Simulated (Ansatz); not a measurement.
Input and command of a calculation in Ansatz (plane waves; scalar-relativistic PAW potentials unless the input names others):

```yaml
crystal:
  lattice:
    - [2.6267045313, 0.0, 0.0]
    - [-1.3133522656, 2.2747928523, 0.0]
    - [0.0, 0.0, 4.1582702571]
  atoms:
    - { symbol: Ru, position: [0.3333333333, 0.6666666667, 0.25], spin: 2.0 }
    - { symbol: Ru, position: [0.6666666667, 0.3333333333, 0.75] }
basis:
  ecutwfc: 420
kpoints:
  mp_grid: { grid: [18, 18, 10] }
hamiltonian:
  xc: lda
scf:
  occupations: { method: fermi_dirac, width: 0.15 }
  max_iter: 100
output:
  forces: true
  eigenvalues: true
  stress: true
```

```bash
ansatz run input.yaml --threads 1 --pin off --max-ram 3072MiB --backend cpu --events-out ev --progress --plain --runs-dir out
```

What is wrong with this input?

The program refuses it, because of a moment without spin polarisation (crystal.atoms[0].spin: not typed → 2.0). Without that key it is accepted.

Abridged log:
```
Error: inconsistent input (magnetization.spin_polarized): false but per-atom `spin:`, `per_species`, `initial_magnetization`, `magnetic_field`, or `spin_locking` is set
```